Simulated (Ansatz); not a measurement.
Ansatz (a first-principles code) input:

Ansatz 0.2 input:
```yaml
crystal:
  lattice:
    - [4.9205930372, 0.0, 0.0]
    - [-2.4602965186, 4.2613585719, 0.0]
    - [0.0, 0.0, 5.4165683471]
  atoms:
    - { symbol: Si, position: [0.5310578061, 0.5310578061, 0.0] }
    - { symbol: Si, position: [0.4689421939, 0.0, 0.3333333333] }
    - { symbol: Si, position: [0.0, 0.4689421939, 0.6666666667] }
    - { symbol: O, position: [0.2690654166, 0.4131308204, 0.7845428174] }
    - { symbol: O, position: [0.5868691796, 0.8559345962, 0.1178761508] }
    - { symbol: O, position: [0.1440654038, 0.7309345834, 0.4512094841] }
    - { symbol: O, position: [0.4131308204, 0.2690654166, 0.2154571826] }
    - { symbol: O, position: [0.8559345962, 0.5868691796, 0.8821238492] }
    - { symbol: O, position: [0.7309345834, 0.1440654038, 0.5487905159] }
kpoints:
  mp_grid: { grid: [4, 4, 3] }
hamiltonian:
  xc: hse06
  pseudopotentials: { azcp: { folder: ./paw }, kind: paw }
scf:
  n_extra_bands: 9
  occupations: { method: fixed }
output:
  eigenvalues: true
  eigenstates:
    e_range: [-9.0, 17.9]
    kpoints:
      - [0.333333, 0.333333, 0.0]  # VBM
      - [0.0, 0.0, 0.0]  # CBM
      - [0.0, 0.0, 0.0]  # GAMMA
      - [0.0, 0.0, 0.5]  # A
      - [0.3333333333, 0.3333333333, 0.0]  # K
      - [0.3333333333, 0.3333333333, 0.5]  # H
      - [0.5, 0.0, 0.0]  # M
      - [0.5, 0.0, 0.5]  # L
```

Output (shortened):

```
Pseudopotential: Si, paw, valence charge 4
Pseudopotential: O, paw, valence charge 6
Functional definition: HSE06
davidson cushion auto → on  (no smearing: the cushion is to keep the highest requested band from converging to the state above it …
Crystal: 9 atoms, lattice volume = 113.577 Å³
Basis set: ecut = 420 eV, 2209 PW (Γ)
Bands: 33, of which v1, the nominal top of the filled ones, is band 24 counted from 1 (23 counted from 0)
Symmetry: 6 space group operations
Space group: P3121 (ITA 152), of the structure as read, at distance tolerance 4.8e-5 Å
k-points: 9 of 48 (time reversal used)
SCF iter   1: F=—  HF=-5327.163548 eV  |F-HF|=—  |Δ(HF+E_count)|=         —  Δρ=1.35e-1  dr2=1.83e1  ethr=1.00e-1  ⟨swp⟩=5.0  Hψ=1094  notcnv=0
preconditioner: auto → none
SCF iter   2: F=—  HF=-5322.693417 eV  |F-HF|=—  |Δ(HF+E_count)|=    4.47e0  Δρ=6.82e-2  dr2=2.22e0  ethr=3.82e-2  ⟨swp⟩=3.4  Hψ=863  notcnv=0  defer=1
SCF iter   3: F=—  HF=-5322.154202 eV  |F-HF|=—  |Δ(HF+E_count)|=   5.39e-1  Δρ=2.19e-2  dr2=2.27e-1  ethr=4.62e-3  ⟨swp⟩=3.0  Hψ=776  notcnv=0
iter 4 solved again at ethr=1.98e-5 eV; its pass at ethr=4.72e-4 eV (dr2=9.50e-3 eV) is discarded
SCF iter   4: F=—  HF=-5322.200267 eV  |F-HF|=—  |Δ(HF+E_count)|=   4.61e-2  Δρ=3.08e-3  dr2=1.02e-2  ethr=1.98e-5  ⟨swp⟩=3.8  Hψ=1590  notcnv=0
SCF iter   5: F=-5322.196114 eV  HF=-5322.197005 eV  |F-HF|=8.91e-4  |Δ(HF+E_count)|=   3.26e-3  Δρ=1.14e-3  dr2=1.38e-3  ethr=1.98e-5  ⟨swp⟩=2.8  Hψ=671  notcnv=0
SCF 1 stopped early in 5 iterations: F = -5322.196114 eV  dr2 = 1.38e-3
Crystal: 9 atoms, lattice volume = 113.577 Å³
Exchange kernel: α = 0.2500, screened, ω = 0.2079 Å⁻¹, Wigner–Seitz truncation, v(0) = 1041.5269 eV·Å³, q-mesh 4×4×3, nearest image of the exchange supercell L …
Frozen-core exchange: fock
SCF iter   1: F=—  HF=-5323.274862 eV  |F-HF|=—  |Δ(HF+E_count)|=         —  Δρ=7.21e-3  dr2=5.09e-2  ethr=2.87e-5  ⟨swp⟩=7.7  Hψ=1384  notcnv=0
preconditioner: auto → none
SCF iter   2: F=—  HF=-5323.258143 eV  |F-HF|=—  |Δ(HF+E_count)|=   1.67e-2  Δρ=2.42e-3  dr2=7.95e-3  ethr=2.87e-5  ⟨swp⟩=3.1  Hψ=783  notcnv=0
SCF iter   3: F=—  HF=-5323.269852 eV  |F-HF|=—  |Δ(HF+E_count)|=   1.17e-2  Δρ=8.85e-4  dr2=6.24e-4  ethr=1.34e-5  ⟨swp⟩=4.1  Hψ=975  notcnv=0
SCF iter   4: F=—  HF=-5323.269757 eV  |F-HF|=—  |Δ(HF+E_count)|=   9.50e-5  Δρ=2.02e-4  dr2=4.85e-5  ethr=1.10e-6  ⟨swp⟩=3.0  Hψ=708  notcnv=0
SCF iter   5: F=—  HF=-5323.269974 eV  |F-HF|=—  |Δ(HF+E_count)|=   2.17e-4  Δρ=1.80e-4  dr2=2.59e-5  ethr=6.97e-8  ⟨swp⟩=5.2  Hψ=1075  notcnv=0
SCF iter   6: F=-5323.269964 eV  HF=-5323.269964 eV  |F-HF|=2.28e-7  |Δ(HF+E_count)|=   9.78e-6  Δρ=1.85e-5  dr2=6.30e-7  ethr=5.36e-8  ⟨swp⟩=3.0  Hψ=851  notcnv=0
SCF 2 stopped early in 6 iterations: F = -5323.269964 eV  dr2 = 6.30e-7
hybrid outer 1: dexx = +1.613e-2 eV, tail = 2.78e-5 eV
Crystal: 9 atoms, lattice volume = 113.577 Å³
Exchange kernel: α = 0.2500, screened, ω = 0.2079 Å⁻¹, Wigner–Seitz truncation, v(0) = 1041.5269 eV·Å³, q-mesh 4×4×3, nearest image of the exchange supercell L …
Frozen-core exchange: fock
SCF iter   1: F=—  HF=-5323.270158 eV  |F-HF|=—  |Δ(HF+E_count)|=         —  Δρ=4.74e-5  dr2=8.44e-7  ethr=2.89e-7  ⟨swp⟩=4.2  Hψ=729  notcnv=0
preconditioner: auto → none
SCF iter   2: F=—  HF=-5323.270159 eV  |F-HF|=—  |Δ(HF+E_count)|=   8.69e-7  Δρ=1.63e-5  dr2=1.68e-7  ethr=1.44e-9  ⟨swp⟩=5.0  Hψ=1208  notcnv=0
SCF iter   3: F=-5323.270159 eV  HF=-5323.270159 eV  |F-HF|=1.58e-8  |Δ(HF+E_count)|=   7.76e-9  Δρ=6.21e-6  dr2=3.71e-8  ethr=3.04e-10  ⟨swp⟩=3.6  Hψ=938  notcnv=0
SCF 3 converged in 3 iterations: F = -5323.270159 eV  dr2 = 3.71e-8
hybrid outer 2: dexx = +2.482e-7 eV, tail = 8.87e-8 eV, Δε = 7.86e-4 eV (about 5.17e-5 eV left of the loop's levels)
NSCF: frozen V_eff on 8 k-points
hybrid SCF converged: 2 outer / 9 inner (+5 warm-up), last move |dexx| = 2.48e-7 eV, tail = 8.87e-8 eV
Stability not checked (fock_operator)
Free energy (F): -5323.270160 eV
Frozen-core exchange: fock
Harris-Foulkes:  -5323.270160 eV  (|F-HF|=1.58e-8)
Internal energy: -5323.270160 eV  (E = F + TS)
E sigma→0 (E₀):  -5323.270160 eV
Fermi energy:    1.112013 eV
--- Per-component energies (eV) ---
  E_band       = -294.663555
  E_kinetic    = 1174.848283
  E_local      = -2929.227360  (includes V_loc(G=0)·N_el)
  E_nonlocal   = 371.765416
  E_hartree    = 1075.941988
  E_xc         = -485.800964
  E_vxc        = -557.241650  (∫ρ·V_xc dr)
  E_exx        = -138.326429  (= α·E_x^exact, valence–valence)
  E_paw        = -2499.644351  (= ΣΔE_a)
  E_vpaw       = -230.051728  (= ΣTr[D̂ρ^β])
  E_aug_tail   = 0.004956  (compensation charges beyond the density's cutoff)
  E_ewald      = -1892.494392
  E_core_change = -0.337308  (= ΣΔE_core)
  E_smearing   =  0.000000  (= −TS)
  E_closure    =  0.000000  (closes the sum)
  Σ components = -5323.270160   (vs F -5323.270160, Δ=-9.09e-13)
  [band-id]    e_kinetic+e_local+e_nonlocal+2·e_hartree+e_vxc+2·e_exx+e_vpaw+e_augmentation_tail = -294.670965   (vs E_band -294.663555, Δ=-7.41e-3)
--- Band table (eV; the first three rows and the last of 9) ---
  k-point 0: bands = ["-19.8000", "-18.2075", "-18.2075", "-17.5361", "-17.5157", "-17.5157", "-7.4409", "-7.4409", "-4.4900", "-4.4088", "-4.2633", "-4.2633", "-1.9538", "-1.9538", "-1.7237", "-1.4387", "-0.3664", "-0.3664", "-0.3409", "0.0759", "0.0759", …
  k-point 1: bands = ["-19.5756", "-18.9726", "-17.6412", "-17.5356", "-17.5312", "-17.4966", "-8.4507", "-5.9848", "-4.8842", "-4.6236", "-4.5579", "-3.7290", "-1.9525", "-1.6807", "-1.5923", "-1.1106", "-0.8094", "-0.6576", "-0.5320", "-0.4163", "-0.0471", …
  k-point 2: bands = ["-19.6129", "-18.4182", "-18.1835", "-17.5873", "-17.5469", "-17.5215", "-7.5237", "-7.0417", "-4.5714", "-4.5166", "-4.3848", "-3.9285", "-2.1570", "-1.8272", "-1.6627", "-1.1569", "-0.9249", "-0.4755", "-0.4134", "-0.0099", "0.0922", …
  k-point 8: bands = ["-19.2298", "-18.7801", "-18.2274", "-17.6128", "-17.5836", "-17.5435", "-7.4797", "-6.3521", "-5.5254", "-4.3599", "-4.0400", "-3.8927", "-2.2281", "-1.9622", "-1.5850", "-1.1843", "-0.9007", "-0.7010", "-0.2238", "-0.0371", "0.1873", …
```

Cost: about 100 core-seconds (a rough figure) on shared cores.

The points marked VBM and CBM come from a semilocal run.

Space group P3_121. Symmetry was held in the r²SCAN relaxation.

Potentials: the earlier of the program's two PAW sets. The files were generated under PBE; for other functionals the program regenerates the frozen cores, and for LDA and PBEsol the local potential too.

Ansatz is a plane-wave DFT program.
